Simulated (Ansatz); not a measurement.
## Stress against strain in ZnCu

```
CELL_PARAMETERS angstrom
2.94500 0.00000 0.00000
0.00000 2.94500 0.00000
0.00000 0.00000 2.94500
ATOMIC_POSITIONS crystal
Zn 0.50000 0.50000 0.50000
Cu 0.00000 0.00000 0.00000
```

Atoms are numbered in the order listed.

Conventional cell: a = 2.945 Å, b = 2.945 Å, c = 2.945 Å, α = 90.00°, β = 90.00°, γ = 90.00°. Around Zn (atom 1) lie 8 Cu at 2.55 Å. Cu (atom 2) has 8 Zn at 2.55 Å as nearest neighbours.

The cell comes from COD entry 9008814, which wasn't checked; take it as a given geometry.

Method: Ansatz 0.2.0, DFT, PBEsol, all-electron LAPW, scalar-relativistic.

Sampling and basis: a Γ-centred 14×14×14 k mesh, Fermi–Dirac smearing of 0.05 eV, basis error target 0.5 meV/atom, no spin polarisation.

The strain is applied along the Cartesian axes of the cell as listed (γ is the engineering shear, twice εxy = εyz = εzx). Fractional coordinates are held (clamped ions).

σ is the change of stress from the unstrained cell, which is at -4.75 GPa; tension is positive, so slopes are stress–strain coefficients at that pressure. In a metal the k mesh adds noise.

Only quantities that a quadratic follows smoothly over the whole series are listed; rougher ones are left out.

```
      γ  σxy (GPa)
-0.0200      -2.07
-0.0100      -1.00
 0.0000       0.00
 0.0200       1.68
```

(1) Fit the series and read off the stiffness at zero strain.

(2) One run, at γ = 0.0100, is withheld. Predict its row.

## Answers

(1) Least-squares fits y = p0 + p1 x + p2 x² to the rows give σxy (GPa): p1 = 93.8, p2 = -470. So C44 (clamped ions) = 94 GPa.

(2) The fits give 0.88; the run gave 0.89.
